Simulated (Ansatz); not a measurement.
NaCl:
```
CELL_PARAMETERS angstrom
      0.00000     2.84794     2.84794
      2.84794     0.00000     2.84794
      2.84794     2.84794     0.00000
ATOMIC_POSITIONS crystal
  Na 0.00000 0.00000 0.00000
  Cl 0.50000 0.50000 0.50000
```

Relaxed with PBE. Special points in fractions of this cell's reciprocal vectors: Γ (0.000, 0.000, 0.000); X (0.500, 0.000, 0.500); U (0.625, 0.250, 0.625); K (0.375, 0.375, 0.750); L (0.500, 0.500, 0.500); W (0.500, 0.250, 0.750).

Q: List the band energies nearest the valence-band maximum at these points for DFT-PBE in the program Ansatz with PAW potentials.

A: In eV from the valence-band maximum; about four levels below and three above (degenerate sets whole), none deeper than 8.9 eV; points with the same levels are listed once.

| k | below | above |
|---|---|---|
| Γ | 0.00 0.00 0.00 | 5.00 11.00 11.00 11.00 |
| X | -1.58 -0.57 -0.57 | 7.43 8.07 11.11 |
| U | -1.34 -1.06 -0.47 | 8.15 8.92 10.39 |
| L | -1.83 -0.25 -0.25 | 7.21 10.39 10.82 10.82 |
| W | -1.13 -1.13 -0.71 | 8.68 9.59 9.59 |

Space group Fm-3m (rock salt). The cell was relaxed with PBE under the symmetry of its start.

Potentials: the later of the program's two PAW sets.
